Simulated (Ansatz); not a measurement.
Input deck for Ansatz 0.2.0, then the block of the output on the nuclei.

The start is a measured structure from the Crystallography Open Database (COD).

```yaml
crystal:
  lattice:
    - [7.269, 0.0, 0.0]
    - [0.0, 6.361, 0.0]
    - [-3.5356886885, 0.0, 11.8935852247]
  atoms:
    - { symbol: Ga, position: [0.37694, 0.42246, 0.33157] }
    - { symbol: Ga, position: [0.37694, 0.57754, 0.83157] }
    - { symbol: Ga, position: [0.63305, 0.92434, 0.32399] }
    - { symbol: Ga, position: [0.63305, 0.07566, 0.82399] }
    - { symbol: Ga, position: [0.49941, 0.75118, 0.56557] }
    - { symbol: Ga, position: [0.49941, 0.24882, 0.06557] }
    - { symbol: Ga, position: [0.12557, 0.9373, 0.32184] }
    - { symbol: Ga, position: [0.12557, 0.0627, 0.82184] }
    - { symbol: Sn, position: [0.97536, 0.61994, 0.51941] }
    - { symbol: Sn, position: [0.97536, 0.38006, 0.01941] }
    - { symbol: S, position: [0.08686, 0.2716, 0.25932] }
    - { symbol: S, position: [0.08686, 0.7284, 0.75932] }
    - { symbol: S, position: [0.73497, 0.9353, 0.51663] }
    - { symbol: S, position: [0.73497, 0.0647, 0.01663] }
    - { symbol: S, position: [0.60834, 0.2634, 0.26093] }
    - { symbol: S, position: [0.60834, 0.7366, 0.76093] }
    - { symbol: S, position: [0.34244, 0.7551, 0.25035] }
    - { symbol: S, position: [0.34244, 0.2449, 0.75035] }
    - { symbol: S, position: [0.21707, 0.9308, 0.51492] }
    - { symbol: S, position: [0.21707, 0.0692, 0.01492] }
    - { symbol: S, position: [0.85827, 0.7348, 0.27548] }
    - { symbol: S, position: [0.85827, 0.2652, 0.77548] }
    - { symbol: S, position: [0.4936, 0.4135, 0.51695] }
    - { symbol: S, position: [0.4936, 0.5865, 0.01695] }
kpoints:
  mp_grid: { grid: [4, 5, 3] }
scf:
  occupations: { method: fermi_dirac, width: 0.02 }
hamiltonian:
  xc: pbe
  pseudopotentials: { kind: paw }
output:
  forces: true
  stress: true
  populations: true
  efg:
    quadrupole_moments_barn: { Ga: 0.107, Sn: -0.132, S: -0.0694 }
    contact_densities: true
  write_density: true
  write_potential: true
  elf: true
  volumetric_format: npy
relax:
  f_tol: 0.02
  max_steps: 60
```

The quadrupole moment typed for Sn is that of the 23.9 keV Mössbauer state of ¹¹⁹Sn; the ground state has I = 1/2 and no quadrupole moment.

```sh
ansatz run input.yaml --threads 2 --pin off --max-ram 5120MiB --backend cpu --events-out ev --progress --plain --runs-dir out
```

The run relaxes the ions first, and the block belongs to the relaxed positions.

Of the output, the block on the nuclei alone is shown; the set-up, the SCF iterations, energies, forces and stress are cut. One atom of each set with nearly equal values is shown.

```
--- PAW observables at the nuclei: V_zz in 10²¹ V/m², potentials from the cell's mean, atoms counted from 1 ---
  atom   1  Ga V_zz =    -5.922958   η = 0.5741   by run symmetry: allowed   C_q = -15.3242 MHz
            electrostatic potential = -4128.536749 V   contact ρ = 187409.481677 e/Å³
  atom   3  Ga V_zz =    -2.408395   η = 0.9805   by run symmetry: allowed   C_q = -6.2311 MHz
            electrostatic potential = -4128.378467 V   contact ρ = 187409.038295 e/Å³
  atom   5  Ga V_zz =    +4.347926   η = 0.9534   by run symmetry: allowed   C_q = +11.2492 MHz
            electrostatic potential = -4128.549172 V   contact ρ = 187409.004921 e/Å³
  atom   7  Ga V_zz =    -3.179461   η = 0.7904   by run symmetry: allowed   C_q = -8.2261 MHz
            electrostatic potential = -4128.499406 V   contact ρ = 187409.236366 e/Å³
  atom   9  Sn V_zz =   -13.607361   η = 0.3903   by run symmetry: allowed   C_q = +43.4312 MHz
            electrostatic potential = -8168.258334 V   contact ρ = 1236479.961554 e/Å³
  atom  11  S  V_zz =   -11.741605   η = 0.4454   by run symmetry: allowed   C_q = +19.7034 MHz
            electrostatic potential = -1632.459972 V   contact ρ = 19768.926076 e/Å³
  atom  13  S  V_zz =    -5.444228   η = 0.6405   by run symmetry: allowed   C_q = +9.1359 MHz
            electrostatic potential = -1632.188428 V   contact ρ = 19769.969430 e/Å³
  atom  15  S  V_zz =    -8.855298   η = 0.1106   by run symmetry: allowed   C_q = +14.8599 MHz
            electrostatic potential = -1632.030045 V   contact ρ = 19768.643344 e/Å³
  atom  17  S  V_zz =    -8.170880   η = 0.0842   by run symmetry: allowed   C_q = +13.7114 MHz
            electrostatic potential = -1631.903511 V   contact ρ = 19769.071659 e/Å³
  atom  19  S  V_zz =    -6.052924   η = 0.8029   by run symmetry: allowed   C_q = +10.1573 MHz
            electrostatic potential = -1632.275580 V   contact ρ = 19769.817278 e/Å³
  atom  21  S  V_zz =    +7.988152   η = 0.9500   by run symmetry: allowed   C_q = -13.4048 MHz
            electrostatic potential = -1632.491848 V   contact ρ = 19769.901412 e/Å³
  atom  23  S  V_zz =   -12.237181   η = 0.5987   by run symmetry: allowed   C_q = +20.5350 MHz
            electrostatic potential = -1632.801566 V   contact ρ = 19769.565510 e/Å³
```

The relaxation (3 steps) took 6.5 min of wall time (13 min of CPU time) and 2.1 GiB at its peak, on 2 threads of Intel Xeon Processor @ 2.50GHz (Skylake/Cascade Lake) (x86_64; 62 cores open to the job, memory cap 5.0 GiB, no GPU), a shared host with a load of 0.8 a core.

Without spin–orbit coupling (the program notes it for Sn) the gradients are little affected as a rule: paired runs on crystals with a gap mostly move them by under 2 % at such atoms.
